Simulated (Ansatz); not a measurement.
A geometry of SiNi away from equilibrium: step 2 of the relaxation of a relaxed SiNi cell displaced along its unstable phonon at q = (0, 0, ½) of its primitive reciprocal cell (194i cm⁻¹), largest move 0.15 Å. All values below come from PBEsol (plane waves to 420 eV, PAW, scalar-relativistic; Ansatz, a first-principles code). Γ-centred k-mesh 8×8×5 on the run's cell (coarser than for final values), Fermi–Dirac smearing 0.05 eV.

```
SiNi
1.0
    4.79241     0.00000     0.00000
   -2.39620     4.15035     0.00000
    0.00000     0.00000     7.56224
Ni Si
6 6
Direct
  0.50000   0.00000   0.99963
  0.50000   0.00000   0.50037
  0.50000   0.50000   0.99963
  0.50000   0.50000   0.50037
  0.00000   0.50000   0.99963
  0.00000   0.50000   0.50037
  0.00000   0.00000   0.03173
  0.00000   0.00000   0.46827
  0.33333   0.66667   0.25000
  0.33333   0.66667   0.75000
  0.66667   0.33333   0.25000
  0.66667   0.33333   0.75000
```

Question: Predict the force on each atom, in eV/Å.

Answer: 
| atom | Fx | Fy | Fz |
|---|---|---|---|
| Ni1 | 0.00 | 0.00 | -0.08 |
| Ni2 | 0.00 | 0.00 | 0.08 |
| Ni3 | 0.00 | 0.00 | -0.08 |
| Ni4 | 0.00 | 0.00 | 0.08 |
| Ni5 | 0.00 | 0.00 | -0.08 |
| Ni6 | 0.00 | 0.00 | 0.08 |
| Si7 | 0.00 | 0.00 | 0.68 |
| Si8 | 0.00 | 0.00 | -0.68 |
| Si9 | 0.00 | 0.00 | 0.00 |
| Si10 | 0.00 | 0.00 | 0.00 |
| Si11 | 0.00 | 0.00 | 0.00 |
| Si12 | 0.00 | 0.00 | 0.00 |

Question: What is the pressure?

Answer: -0.2 GPa, compression positive.

Question: How far above the relaxed end point is this geometry?

Answer: 0.06 eV/atom; the path ends in P6/mmm (No. 191).

No spin polarisation in the result. A magnetic state may lie lower.

The run could not lose the symmetry of its start: the end is stationary, and may be a saddle point rather than a minimum.

The end of the path is a generated cell of SiNi: the first start was made by placing the elements on the sites of a structure type, and the end was not matched to a known phase here, so it may be hypothetical. Known forms of SiNi include space group No. 62.
